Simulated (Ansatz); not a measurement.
This FePt₄ structure is the end of a relaxation. The cell was found from a structure generator's guess, not taken from experiment.

These are results of Ansatz, DFT PBE, scalar-relativistic, plane waves, PAW, not measurements. Cutoff 420 eV, Γ-centred mesh, Gaussian smearing, collinear spin.

```
CELL_PARAMETERS angstrom
2.75145 0.00000 0.00000
-1.37573 2.38283 0.00000
0.00000 0.00000 23.05253
ATOMIC_POSITIONS crystal
Fe 0.33333 0.66667 0.75000
Fe 0.66667 0.33333 0.25000
Pt 0.33333 0.66667 0.55231
Pt 0.33333 0.66667 0.94769
Pt 0.66667 0.33333 0.05231
Pt 0.66667 0.33333 0.44769
Pt 0.33333 0.66667 0.15829
Pt 0.33333 0.66667 0.34171
Pt 0.66667 0.33333 0.65829
Pt 0.66667 0.33333 0.84171
```

Energies over the elements count from the elements' standard structures at the same level, with no fitted energy shifts.

Question: Find its symmetry and describe it.

Answer: P6_3/mmc (No. 194), with Fe and Pt ordered on hcp sites. Conventional cell: a = 2.751 Å, c = 23.053 Å. Fe has 6 Pt at 2.64 Å and 6 Fe at 2.75 Å; Pt on its first site is surrounded by 12 Pt at 2.75–2.91 Å; around Pt on its second site lie 3 Fe at 2.64 Å and 9 Pt at 2.75–2.91 Å.

Question: How far does it lie from the elements in energy?

Answer: −0.07 eV/atom. It lies below the elements, which doesn't yet make it stable against other compounds or structures.

Question: Is it a metal?

Answer: Yes, bands cross the Fermi level on the 18×18×2 mesh.

Question: Which magnetic moments does it keep?

Answer: 0.00 μB per atom net, the space between the atoms included; by site: Fe 3.0, -3.0; Pt -0.3 (×2), 0.3 (×2) μB.

The last run used collinear spin, an 18×18×2 mesh (in the run's order of axes) for its 10-atom cell and Gaussian smearing of 0.10 eV. These runs have no spin–orbit coupling, which can matter for Pt. Another magnetic order may lie lower. Symmetry constrained the relaxation, so the result can be a saddle point.
